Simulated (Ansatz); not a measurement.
## Vibrational response of Ti2Co

Method: DFT PBEsol, scalar-relativistic, plane waves, PAW (Ansatz). Settings: 420 eV plane-wave cutoff, Γ-centred 10×10×10 mesh, Gaussian smearing of 0.20 eV. Collinear spin, site moments 0.0, 0.0, 0.0, 0.0, 1.0, 1.0 μB. Phonons by linear response, acoustic sum rule imposed.

Relaxed structure:
```xyz
6
Lattice="0.0000 3.4909 3.4909 3.4909 0.0000 3.4909 3.4909 3.4909 0.0000" Properties=species:S:1:pos:R:3 pbc="T T T"
Ti    0.8727    0.8727    0.8727
Ti    0.8727    2.6182    2.6182
Ti    2.6182    2.6182    0.8727
Ti    2.6182    0.8727    2.6182
Co    3.4909    3.4909    3.4909
Co    5.2363    5.2363    5.2363
```

In a metal, frequencies and elastic constants depend on the k mesh and the smearing, soft modes and shear constants most.

(1) Is this structure stable against zone-centre distortions?

(2) List the optical modes at Γ (i marks imaginary ones).

Results:

(1) No: 5 of the 15 optical modes are imaginary.

(2)
```json
{"frequency (cm⁻¹)": "143i", "degeneracy": "3"}
{"frequency (cm⁻¹)": "104i", "degeneracy": "2"}
{"frequency (cm⁻¹)": "120", "degeneracy": "3"}
{"frequency (cm⁻¹)": "139", "degeneracy": "3"}
{"frequency (cm⁻¹)": "263", "degeneracy": "3"}
{"frequency (cm⁻¹)": "450", "degeneracy": "1"}
```